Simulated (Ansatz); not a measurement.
Given:

Si:
```cif
data_Si8
_chemical_formula_sum 'Si8'
_space_group_name_H-M_alt 'P63/mmc'
_space_group_IT_number 194
_space_group_name_Hall '-P 6c 2c'
_cell_length_a 3.84066
_cell_length_b 3.84066
_cell_length_c 12.62151
_cell_angle_alpha 90.000
_cell_angle_beta 90.000
_cell_angle_gamma 120.000
loop_
_atom_site_label
_atom_site_type_symbol
_atom_site_symmetry_multiplicity
_atom_site_Wyckoff_symbol
_atom_site_fract_x
_atom_site_fract_y
_atom_site_fract_z
_atom_site_occupancy
Si1 Si 4 f 0.33333 0.66667 0.15592 1
Si2 Si 4 e 0.00000 0.00000 0.09321 1
```

This is the r²SCAN-relaxed structure.

Question: All from r²SCAN (plane waves, PAW; program Ansatz), unless another level is named. Give the electron effective mass.

Answer: 0.12, 1.2, 1.5 mₑ (principal values).

Question: What about the smallest direct gap on the standard path?

Answer: 1.60 eV.

Question: Give the band gap.

Answer: 0.76 eV (indirect).

Question: Predict the valence-band maximum.

Answer: at Γ.

Question: Next, the conduction-band minimum?

Answer: on the Γ–M line, 91 % of the way from Γ (6 equivalent valleys).

Space group P6_3/mmc. The start of the workflow was typed in or built on a structure type; the Crystallography Open Database copy checked does not list it. It is not the phase usual at ambient conditions (space group No. 227). The r²SCAN relaxation kept the symmetry of its start; its stability against distortions is not shown here.

Potentials: the later of the program's two PAW sets.
